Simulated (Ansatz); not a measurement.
ZrB₂:
Space group P6/mmm (No. 191); a = 3.1328 Å, b = 3.1328 Å, c = 3.4892 Å, α = 90.00°, β = 90.00°, γ = 120.00°

```tsv
atom	site	symmetry	x	y	z
Zr	1a	6/mmm	0.0000	0.0000	0.0000
B	2d	-6m2	0.3333	0.6667	0.5000
```

Relaxed at zero pressure with the program Ansatz at the LDA level (PAW).

Problem. The volume is lowered by 6 % and shape and atoms relax at that volume. What pressure results, and how do the axes share the change?

Solution. 18.2 GPa; a -1.9 %, b -1.9 %, c -2.2 %; the energy rises by 32 meV/atom.

Problem. Give the new structure.

Solution. 
Space group P6/mmm (No. 191); a = b = 3.0718 Å, c = 3.4115 Å, α = β = 90.00°, γ = 120.00°

| atom | site | symmetry | x | y | z |
|---|---|---|---|---|---|
| Zr | 1a | 6/mmm | 0.0000 | 0.0000 | 0.0000 |
| B | 2d | -6m2 | 0.3333 | 0.6667 | 0.5000 |

The phase is kept; no other phase was compared at this pressure.

The cell was relaxed with LDA under the symmetry of its start. No spin polarisation was allowed.

Potentials: the earlier of the program's two PAW sets. The files were generated under PBE; for other functionals the program regenerates the frozen cores, and for LDA and PBEsol the local potential too.
